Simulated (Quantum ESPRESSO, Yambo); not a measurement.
CsMo$_{2}$AlO$_{8}$ (space group P-3m1, No. 164). The geometry is that of Materials Project entry mp-505784, symmetrised and not relaxed again. Chain: norm-conserving PBEsol (Quantum ESPRESSO, 84 Ry, scalar-relativistic); G0W0 in Yambo (3×3×1 Γ-centred k mesh, bands 3 to 251 and a 6 Ry block in the screening, 251 bands in G with the Bruneval-Gonze terminator, plasmon pole fitted at 27.2 eV); BSE (3×3×2 mesh, 27 valence and 18 conduction bands, static screening with 128 bands and a 3 Ry block, scissor 2.68 eV, Tamm-Dancoff).

The PBEsol gap (dense path) is 3.67 eV. The PBEsol gap Γ → Γ on the GW mesh comes out as 3.67 eV and the PBEsol smallest direct gap on the GW mesh, at Γ is 3.67 eV. The G0W0 direct gap at that point is 6.35 eV and the G0W0 correction to the gap Γ → Γ is 2.68 eV. The direct gap on the BSE mesh, with the scissor is 6.35 eV, the first BSE state allowed for light along x comes out as 4.14 eV and the lowest BSE state is 3.96 eV. The binding of the lowest exciton comes out as 2.39 eV and the RPA electronic dielectric constant along x is 2.88 (3×3×2 mesh, PBEsol bands).

Rough cost of the Yambo steps against G0W0 for 4 states: BSE about 5×, one RPA spectrum about 1/3.

Nearest settings tried, and what they do to the gap: 168 bands in G: +19 meV; 126 bands in W: +68 meV; 5 Ry block (311 vectors against 391): +9 meV. Not varied: mesh. So the settings aren't converged at that level. The BSE states are vertical excitations (zero momentum). Convergence of the RPA response with its 3×3×2 mesh was not tested. Convergence of the binding with the mesh was not shown. Axes are Cartesian, with cell vectors (Å) (5.65, 0.00, 0.00), (-2.83, 4.89, 0.00), (0.00, 0.00, 8.26).

Spin-orbit splittings are left out.
